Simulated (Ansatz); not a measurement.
Data:

KTaO₃:
Space group Pm-3m (No. 221); a = 3.989 Å, b = 3.989 Å, c = 3.989 Å, α = 90.00°, β = 90.00°, γ = 90.00°

```json
[
 {"atom": "K", "site": "1b", "symmetry": "m-3m", "x": "0.5000", "y": "0.5000", "z": "0.5000"},
 {"atom": "Ta", "site": "1a", "symmetry": "m-3m", "x": "0.0000", "y": "0.0000", "z": "0.0000"},
 {"atom": "O", "site": "3d", "symmetry": "4/mm.m", "x": "0.0000", "y": "0.0000", "z": "0.5000"}
]
```

This is the r²SCAN-relaxed structure.

### Question
All from plane-wave PAW r²SCAN (Ansatz code), unless another level is named. Predict the electron effective mass, band 2 of 3 at the edge.

### Answer
0.29 along [100], 0.49 along [110], 0.39 along [111] (mₑ).

### Question
Next, the electron effective mass with spin–orbit coupling, band 1 of 2 at the edge?

### Answer
0.78 along [100], 0.54 along [110], 0.45 along [111] (mₑ).

### Question
And the conduction-band minimum?

### Answer
at Γ.

### Question
What about the weight of the conduction-edge state by species (Voronoi cells)?

### Answer
Ta 69 %, O 29 %, K 2 %.

Symmetry was held in the r²SCAN relaxation; phonons on a q-mesh show no instability. The run is not spin-polarised. Spin–orbit coupling is left out wherever it is not named.

Potentials: the earlier of the program's two PAW sets.

Edges and masses are those of Kohn–Sham bands, whose gap is no quasiparticle gap.
